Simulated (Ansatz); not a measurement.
## Ga2C3N6: Ga-69 NMR of the central transition

Cell: a computed structure from the Materials Project (it need not be an observed phase).

Space group R-3c:H (No. 167); a = 5.6870, c = 28.0080 Å, γ = 120.00°.

| site | Wyckoff | site symmetry | x | y | z |
| --- | --- | --- | --- | --- | --- |
| Ga | 12c | 3. | 0.0000 | 0.0000 | 0.1637 |
| C | 18e | .2 | 0.6667 | 0.0245 | 0.0833 |
| N | 36f | 1 | 0.7247 | 0.0597 | 0.1260 |

One atom of each set is listed; the run and its k-mesh use a cell of 22 atoms with edges of 9.90, 9.90, 9.90 Å.

Method: Kohn–Sham DFT in Ansatz, r2SCAN, plane waves and PAW, scalar-relativistic, 500 eV cutoff, Γ-centred 6×6×6 k-points, Fermi–Dirac smearing 0.02 eV.

Ga-69 has I = 3/2 and Q = 171.0 mb (Pyykkö 2018); at 11.7 T its Larmor frequency is ν₀ = 119.9 MHz. Only the quadrupole interaction is simulated: positions count from each site's isotropic chemical shift, and J coupling is left out, as are shift anisotropy and dipolar coupling, which fast spinning averages.

Q: Give C_Q, η, the quadrupolar product P_Q = |C_Q|(1 + η²/3)^½, the second-order isotropic shift and the breadth of the pattern (fast magic-angle spinning) for each Ga site.

A: 

```json
{"site": "Ga", "first shell": "6 N at 2.05–2.13 Å", "C_Q (MHz)": "1.02", "η": "0.00", "P_Q (MHz)": "1.02", "δ_QIS (ppm)": "-1.80", "breadth (kHz)": "0.463"}
```

δ_QIS = −(ν_Q²/30ν₀²)[I(I+1) − 3/4](1 + η²/3) × 10⁶ ppm with ν_Q = 3|C_Q|/[2I(2I−1)]; it falls as 1/B₀² in ppm, and the breadth as 1/B₀ in kHz.

An axis of threefold or higher order runs through Ga, so V_zz lies along it and η is zero.

At this cell the r2SCAN pressure is -5 GPa (principal stresses up to 9 GPa in size), so with r2SCAN the cell would shrink if it were relaxed. The entry's cell may itself be off. The largest force is 0.5 eV/Å, so the atoms aren't at the calculated equilibrium and relaxing them would move these values.
